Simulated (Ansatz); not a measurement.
InP:
```
CELL_PARAMETERS angstrom
      7.17499     0.00000     0.00000
      0.00000     7.17499     0.00000
      0.00000     0.00000     4.16341
ATOMIC_POSITIONS crystal
  In 0.32181 0.67819 0.00000
  In 0.67819 0.32181 0.00000
  In 0.82181 0.82181 0.50000
  In 0.17819 0.17819 0.50000
  P  0.31930 0.31930 0.00000
  P  0.68070 0.68070 0.00000
  P  0.18070 0.81930 0.50000
  P  0.81930 0.18070 0.50000
```

Relaxed with PBEsol.

Give the optical modes at the zone centre with their infrared activity from DFPT, DFT-PBEsol in the program Ansatz with PAW potentials.

Transverse frequencies, without the LO–TO term; a row sums one degenerate level.

```
ω (cm⁻¹)  degeneracy  IR ((D/Å)²/amu)     activity  symmetry
--------  ----------  ---------------  -----------  --------
19                 1             0.00  IR-inactive       B1g
47                 2             0.00  IR-inactive        Eg
67                 1             0.00  IR-inactive       B1u
74                 1             0.00  IR-inactive       A2g
97                 1             0.00  IR-inactive       A1g
139                2             0.08           IR        Eu
176                1             0.00  IR-inactive       B2g
234                1             0.00  IR-inactive       B1g
265                2            21.64           IR        Eu
289                1             0.00  IR-inactive       A2g
310                2             0.00  IR-inactive        Eg
316                2            23.83           IR        Eu
318                1            19.53           IR       A2u
322                1             0.00  IR-inactive       B1u
341                1             0.00  IR-inactive       B2g
342                1             0.00  IR-inactive       A1g
```

Space group P4_2/mnm. The start of the workflow was typed in or built on a structure type; neither database checked (COD, Materials Project) lists it. It is not the phase usual at ambient conditions (space group No. 216). The PBEsol relaxation kept the symmetry of its start; its stability against distortions is not shown here. The volume moved by 20 % from the start of the relaxation.

Potentials: the earlier of the program's two PAW sets. The files were generated under PBE; for other functionals the program regenerates the frozen cores, and for LDA and PBEsol the local potential too.
